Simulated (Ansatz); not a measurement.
Space group I4/mmm (No. 139). a = 3.991 Å, b = 3.991 Å, c = 10.784 Å, α = 90.00°, β = 90.00°, γ = 90.00°
| atom | site | symmetry | x | y | z |
| --- | --- | --- | --- | --- | --- |
| Ga | 4d | -4m2 | 0.0000 | 0.5000 | 0.2500 |
| Ga | 2b | 4/mmm | 0.5000 | 0.5000 | 0.0000 |
| Sb | 2a | 4/mmm | 0.0000 | 0.0000 | 0.0000 |

Equation of state of this Ga$_{3}$Sb structure (not necessarily the ground state), with shape and atoms relaxed at each volume where symmetry leaves them free. It has no gap at any of these volumes. The calculation used DFT r2SCAN, scalar-relativistic, plane waves, PAW (Ansatz).

Cutoff 500 eV; k points 14×14×14 on the computed 4-atom cell (Γ-centred); Gaussian smearing, width 0.10 eV; no spin polarisation.

```tsv
V (Å³/atom)	E − E(largest V) (meV/atom)	P (GPa)
20.181	4.54	3.35
20.825	-5.14	1.53
21.469	-8.10	0.00
22.113	-5.98	-1.01
22.757	0.00	-1.99
```

Question: Fit a third-order Birch–Murnaghan equation to E(V).

Answer: V0 = 21.49 Å³/atom, B0 = 42 GPa, B0' = 8.3.

Spin-orbit coupling is left out, which matters for the bands of heavy elements.